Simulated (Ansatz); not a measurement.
Given:

AlO2:
```
AlO2
1.0
    9.31381     0.00000     0.00000
    0.00000     2.88771     0.00000
    0.00000     0.00000     4.73433
Al O
4 8
Cartesian
  6.17521   0.72193   2.60131
  3.13860   2.16578   2.13302
  7.79551   2.16578   0.23415
  1.51830   0.72193   4.50019
  4.94942   2.16578   1.63772
  4.36439   0.72193   3.09662
  9.02129   0.72193   4.00488
  0.29252   2.16578   0.72945
  2.11272   2.16578   3.60069
  7.20109   0.72193   1.13365
  2.54418   0.72193   1.23352
  6.76963   2.16578   3.50081
```
The run is spin-polarised.

This is the r²SCAN-relaxed structure.

**Question.** All from DFT-r²SCAN in the program Ansatz with PAW potentials, unless another level is named. Estimate the net moment.

**Answer.** 0.33 μB per atom.

**Question.** Next, the Bader charges?

**Answer.** Al +2.59, O -1.68 to -0.91 e.

Space group Pnma. The first step of the workflow began from a Materials Project structure, measured or hypothetical; the Crystallography Open Database copy checked does not list it. Its standing as an ambient phase is unchecked. Symmetry was held in the r²SCAN relaxation; its stability against distortions is not shown here. Magnetic state: ferromagnetic, chosen from 4 collinear starts compared on coarse meshes (ties went to the first, and starts can fall back to one state), not a proven ground state. Other orbital occupations within this spin state were not tried. No Hubbard U is applied.

Potentials: the later of the program's two PAW sets.
